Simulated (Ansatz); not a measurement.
TiO2 in the anatase structure, relaxed with r2SCAN in Ansatz. It is tetragonal, I4_1/amd (No. 141); a = 3.778 Å, c = 9.583 Å in the conventional setting, 11.40 Å³ an atom. Ti has 6 O at 1.93–1.99 Å and 4 Ti at 3.05 Å; O has 3 Ti at 1.93–1.99 Å.

The axes x, y and z are those of this cell:
```
Ti O
1.0
    -1.88890    1.88890    4.79172
     1.88890   -1.88890    4.79172
     1.88890    1.88890   -4.79172
Ti O
2 4
Direct
  0.75000 0.25000 0.50000
  0.00000 0.00000 0.00000
  0.54271 0.04271 0.50000
  0.79271 0.79271 0.00000
  0.20729 0.20729 0.00000
  0.95729 0.45729 0.50000
```

Unstrained: With PBE the valence top lies at Γ–X (0.88 of the way from Γ) and the conduction bottom at Γ, 2.146 eV higher; the smallest vertical gap, at Γ–M (0.60 of the way from Γ), is 2.472 eV. r2SCAN gives an indirect gap of 2.527 eV, from Γ–X (0.88 of the way from Γ) to Γ; the least direct gap is 2.866 eV at Γ–M (0.60 of the way from Γ). With HSE06 the valence top lies at Γ–X (0.88 of the way from Γ) and the conduction bottom at Γ, 3.638 eV higher; the smallest vertical gap, at Γ–M (0.60 of the way from Γ), is 3.993 eV. Meshes: PBE 10×10×10, r2SCAN 10×10×10, HSE06 6×6×6. Strains are changes of length per length. After each strain the atoms were relaxed again with r2SCAN within the symmetry that the strain leaves, so tilts or polar shifts that break it weren't tested; points keep the names that they have in the unstrained zone. The values are computed, spin-unpolarised, and not measurements.

Q: Apply isotropic -1.0 % on every length. How far does the gap move, against the unstrained cell?

A: PBE: the gap goes from 2.146 to 2.176 eV (+0.030 eV). r2SCAN: the gap goes from 2.527 to 2.566 eV (+0.039 eV). HSE06: the gap goes from 3.638 to 3.681 eV (+0.043 eV). The r2SCAN energy rises by 6.9 meV an atom.

Q: Apply isotropic +1.0 % on every length. How far does the gap move, against the unstrained cell?

A: PBE: the gap goes from 2.146 to 2.117 eV (-0.029 eV); the edges go from Γ–X (0.88) → Γ to Γ–X (0.86) → Γ. r2SCAN: the gap goes from 2.527 to 2.490 eV (-0.037 eV); the edges go from Γ–X (0.88) → Γ to Γ–X (0.86) → Γ. HSE06: the gap goes from 3.638 to 3.597 eV (-0.041 eV); the edges go from Γ–X (0.88) → Γ to Γ–X (0.86) → Γ. The r2SCAN energy rises by 6.4 meV an atom.

Q: Estimate what isotropic -3.0 % on every length does to the gap.

A: PBE: the gap goes from 2.146 to 2.232 eV (+0.086 eV); the edges go from Γ–X (0.88) → Γ to (-0.005, 0, 0.448) → Γ. r2SCAN: the gap goes from 2.527 to 2.639 eV (+0.112 eV); the edges go from Γ–X (0.88) → Γ to (-0.005, 0, 0.448) → Γ. HSE06: the gap goes from 3.638 to 3.761 eV (+0.123 eV); the edges go from Γ–X (0.88) → Γ to (-0.005, 0, 0.448) → Γ. The r2SCAN energy rises by 66.5 meV an atom.

Q: Estimate what isotropic -4.0 % on every length does to the gap.

A: PBE: the gap goes from 2.146 to 2.257 eV (+0.111 eV); the edges go from Γ–X (0.88) → Γ to Γ–X (0.90) → Γ. r2SCAN: the gap goes from 2.527 to 2.673 eV (+0.146 eV); the edges go from Γ–X (0.88) → Γ to Γ–X (0.90) → Γ. HSE06: the gap goes from 3.638 to 3.797 eV (+0.159 eV); the edges go from Γ–X (0.88) → Γ to Γ–X (0.90) → Γ. The r2SCAN energy rises by 122.3 meV an atom.

Q: Apply isotropic +3.0 % on every length. How far does the gap move, against the unstrained cell?

A: PBE: the gap goes from 2.146 to 2.057 eV (-0.089 eV); the edges go from Γ–X (0.88) → Γ to Γ–X (0.84) → Γ. r2SCAN: the gap goes from 2.527 to 2.414 eV (-0.113 eV); the edges go from Γ–X (0.88) → Γ to Γ–X (0.84) → Γ. HSE06: the gap goes from 3.638 to 3.513 eV (-0.125 eV); the edges go from Γ–X (0.88) → Γ to Γ–X (0.84) → Γ. The r2SCAN energy rises by 53.8 meV an atom.

Q: Apply isotropic +4.0 % on every length. How far does the gap move, against the unstrained cell?

A: PBE: the gap goes from 2.146 to 2.023 eV (-0.123 eV); the edges go from Γ–X (0.88) → Γ to M → Γ. r2SCAN: the gap goes from 2.527 to 2.375 eV (-0.152 eV); the edges go from Γ–X (0.88) → Γ to M → Γ. HSE06: the gap goes from 3.638 to 3.450 eV (-0.188 eV); the edges go from Γ–X (0.88) → Γ to M → Γ. The r2SCAN energy rises by 92.4 meV an atom.

Q: Apply isotropic -2.0 % on every length. How far does the gap move, against the unstrained cell?

A: PBE: the gap goes from 2.146 to 2.204 eV (+0.058 eV); the edges go from Γ–X (0.88) → Γ to Γ–X (0.89) → Γ. r2SCAN: the gap goes from 2.527 to 2.602 eV (+0.075 eV); the edges go from Γ–X (0.88) → Γ to Γ–X (0.89) → Γ. HSE06: the gap goes from 3.638 to 3.721 eV (+0.083 eV); the edges go from Γ–X (0.88) → Γ to Γ–X (0.89) → Γ. The r2SCAN energy rises by 28.5 meV an atom.

Q: Estimate what isotropic +2.0 % on every length does to the gap.

A: PBE: the gap goes from 2.146 to 2.086 eV (-0.060 eV); the edges go from Γ–X (0.88) → Γ to Γ–X (0.85) → Γ. r2SCAN: the gap goes from 2.527 to 2.452 eV (-0.075 eV); the edges go from Γ–X (0.88) → Γ to Γ–X (0.85) → Γ. HSE06: the gap goes from 3.638 to 3.554 eV (-0.084 eV); the edges go from Γ–X (0.88) → Γ to Γ–X (0.85) → Γ. The r2SCAN energy rises by 24.7 meV an atom.

Where an edge lies off the special points, it is a point of the mesh or the k point where a search put PBE's edge or least direct gap, reused for the other functionals, whose own edges may lie a little apart.

Coordinates of k points refer to the reciprocal vectors of the primitive cell of the runs.
